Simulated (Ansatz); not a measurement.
Clamped-ion strain scan in Hf

Method: DFT PBEsol, scalar-relativistic, plane waves, PAW in Ansatz. Settings: plane waves to 420 eV, k-mesh 18×18×18 (Γ-centred), Gaussian smearing 0.15 eV. Spin–orbit coupling is left out, which can shift energies with elements as heavy as these. No spin polarisation. Energies are free energies at this smearing, counted from the undisturbed cell; pressure is positive in compression.

Reference structure (as given, not relaxed at this level; it stands at -1.5 GPa; this fcc form isn't the usual structure):

```
CELL_PARAMETERS angstrom
0.00000 2.22000 2.22000
2.22000 0.00000 2.22000
2.22000 2.22000 0.00000
ATOMIC_POSITIONS crystal
Hf 0.00000 0.00000 0.00000
```

The cell is strained by ε times the Voigt pattern (1, 0, 0, 0, 0, 0) (xx, yy, zz, yz, xz, xy; engineering shear) with fractional coordinates fixed. The cell is metallic on the mesh throughout.

```
      ε  ΔE (meV/atom) stress summed along the pattern (GPa, tension positive) pressure (GPa)
-0.0200              ?                                                    -1.37               ?
-0.0100           -1.1                                                     0.09            -0.5
 0.0000            0.0                                                     1.52            -1.5
 0.0050            1.3                                                     2.21            -2.0
 0.0150            5.2                                                     3.58            -3.0
 0.0200            7.9                                                     4.24            -3.5
```

(1) Give the withheld values.

## Answers

(1) ΔE (meV/atom) at ε = -0.0200: -0.2; pressure (GPa) at ε = -0.0200: 0.6.